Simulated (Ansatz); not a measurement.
ScPtN2 in space group R-3m (No. 166; Sc on 3b, Pt on 3a, N on 6c) at seven volumes, plane-wave PAW PBE (Ansatz code), shape and atoms relaxed at each. One row is withheld.

| V (Å³/atom) | P (GPa) |
|---|---|
| 12.562 | ? |
| 12.976 | 7.79 |
| 13.390 | 3.52 |
| 13.804 | 0.00 |
| 14.218 | -2.87 |
| 14.633 | -5.19 |
| 15.047 | -7.12 |

Task: Fit the shown pressures and predict the withheld one.

Result: Third-order Birch–Murnaghan: P = (3/2)B₀(x^(7/2) − x^(5/2))[1 + (3/4)(B′ − 4)(x − 1)] with x = (V₀/V)^(2/3). Least squares on the six rows gives V₀ = 13.805 Å³/atom, B₀ = 105.5 GPa, B′ = 5.69. At V = 12.562, x = 1.0649 and P = 13.01 GPa. The run itself gave 12.72 GPa.

The start of the workflow was typed in or built on a structure type; neither database checked (COD, Materials Project) lists it. Its standing as an ambient phase is unchecked. The PBE relaxation kept the symmetry of its start; its stability against distortions is not shown here. The run is not spin-polarised. Scalar-relativistic: spin–orbit coupling is off unless named, which matters more the heavier the elements.

Potentials: the later of the program's two PAW sets.
